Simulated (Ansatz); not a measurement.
## InAg₂: computed property card

InAg2:
```
InAg2
1.0
    0.00000     3.91920     3.91920
    3.91920     0.00000     3.91920
    3.91920     3.91920     0.00000
Ag In
4 2
Cartesian
  4.89900   4.89900   4.89900
  4.89900   2.93940   2.93940
  2.93940   4.89900   2.93940
  2.93940   2.93940   4.89900
  1.95960   1.95960   1.95960
  0.00000   0.00000   0.00000
```

Space group Fd-3m (No. 227), cubic Laves (MgCu2 type); conventional cell a = 7.838 Å, b = 7.838 Å, c = 7.838 Å, α = 90.00°, β = 90.00°, γ = 90.00°.

Method: r²SCAN (plane waves, PAW; program Ansatz). The cell and atoms are relaxed at this level. Other levels are named where they apply.

### Cell and energy

| Quantity | Result |
|---|---|
| Volume per atom | 20.07 Å³ |
| Density | 9.12 g/cm³ |
| Formation energy from the elements (no fitted shifts) | 0.036 eV/atom |

### Electronic structure

| Item | Result |
|---|---|
| Electronic character | metallic (no gap) |
| Density of states at the Fermi level | 0.37 states/eV per atom (mean over ±0.08 eV) |
| Gap with spin–orbit coupling | none (metallic) |

### Mechanics

| Property | Result |
|---|---|
| Bulk modulus (Birch–Murnaghan fit) | 73.5 GPa |
| Pressure derivative B′ | 5.6 |

### Charges

| Quantity | Result |
|---|---|
| Bader charges | Ag -0.16, In +0.32 e |

A made-up cell: these elements were put on the sites of a structure type; neither database checked (COD, Materials Project) lists it. Its standing as an ambient phase is unchecked. The r²SCAN relaxation kept the symmetry of its start; its stability against distortions is not shown here. The run is not spin-polarised. The references are the lowest solids computed at this level, not always the standard phases. Scalar-relativistic: spin–orbit coupling is off unless named, which matters more the heavier the elements.

Potentials: the earlier of the program's two PAW sets.
